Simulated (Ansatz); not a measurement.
CoB$_{2}$W$_{2}$ (Immm): electronic heat capacity and spin susceptibility from the density of states

Computed with DFT PBEsol, scalar-relativistic, plane waves, PAW (Ansatz).

Plane waves to 420 eV, a k mesh through Γ of 14×14×14 on the computed 5-atom cell and Gaussian smearing (0.10 eV); no spin polarisation.

Relaxed cell: Immm, a = 3.162 Å, b = 4.526 Å, c = 7.047 Å, α = 90.00°, β = 90.00°, γ = 90.00°, 5 atoms in the primitive cell. Whether it is the stable form of this composition wasn't checked.

The density of states at the Fermi level is 2.509 states/eV in the cell of 5 atoms (1 formula unit; both spins, tetrahedra on a 21×21×21 mesh).

Question: What Sommerfeld coefficient and Pauli susceptibility does this give?

Answer: Per formula unit N(E_F) = 2.509 states/eV. γ = (π²/3) k_B² N(E_F) N_A = 2.357 mJ/(mol K²) per state/eV, so γ = 5.9 mJ/(mol K²), a mole of formula units. χ_P = μ_B² N(E_F) N_A = 3.23×10⁻⁵ emu/mol per state/eV gives 8.1×10⁻⁵ emu/mol. This is the bare band result: a measured γ of the same phase is as a rule larger by a factor 1 + λ from phonons and spin fluctuations, the spin part of χ is larger by the Stoner factor, and a measured χ also holds orbital and core terms. N(E_F) at one energy is sensitive to the mesh where the density of states has sharp peaks.

Spin-orbit coupling is left out, which matters for the bands of heavy elements.

A ferromagnetic start lost its moments in a first run, so spin was left out; other magnetic orders weren't tried.